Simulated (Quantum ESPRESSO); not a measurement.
For atom 4 (O) of SiO₂ in P3₂21, a PBE PAW density (pw.x of a modified build of Quantum ESPRESSO, JTH datasets) with the all-electron reconstruction of Petrilli and co-workers gives this field-gradient tensor in Cartesian axes (atomic units, 1 a.u. = 9.7174×10²¹ V/m²):

```
-0.2508   0.3806   0.1985
 0.3806   0.2314   0.6598
 0.1985   0.6598   0.0194
```

The cell was made here from a computed Materials Project entry: O4 and its equivalents moved by 0.04 Å along (-0.44, -0.52, 0.73), space group kept. The parent is SiO2 in P3₂21. Stability against distortions was not tested.  Cores are frozen. Against all-electron runs on small test molecules, this scheme's |Vzz| missed by −6 % on Si, −2 to +6 % on O.

Problem. Find the principal values, η_Q, |C_Q|, ν_Q and P_Q for ¹⁷O (I = 5/2, |Q| = 0.0256 barn), and the second-order MAS shift at 18.8 T.

Solution. Eigenvalues (principal values) by size: Vxx = -0.3546, Vyy = -0.5867, Vzz = 0.9413 a.u. (they sum to zero).
η_Q = (Vxx − Vyy)/Vzz = 0.25.
|C_Q| = 234.96 MHz × |Q|/barn × |Vzz|/a.u. = 234.96 × 0.0256 × 0.9413 = 5.66 MHz.
Quadrupole frequency ν_Q = 3C_Q/[2I(2I − 1)] = 0.849 MHz, and P_Q = C_Q(1 + η²/3)^½ = 5.72 MHz.
At 18.8 T the Larmor frequency is ν0 = 108.6 MHz, and the second-order shift of the central transition's centre of gravity under MAS is −(3/40)(P_Q/ν0)²[I(I + 1) − 3/4]/[I²(2I − 1)²] × 10⁶ = -16.7 ppm.
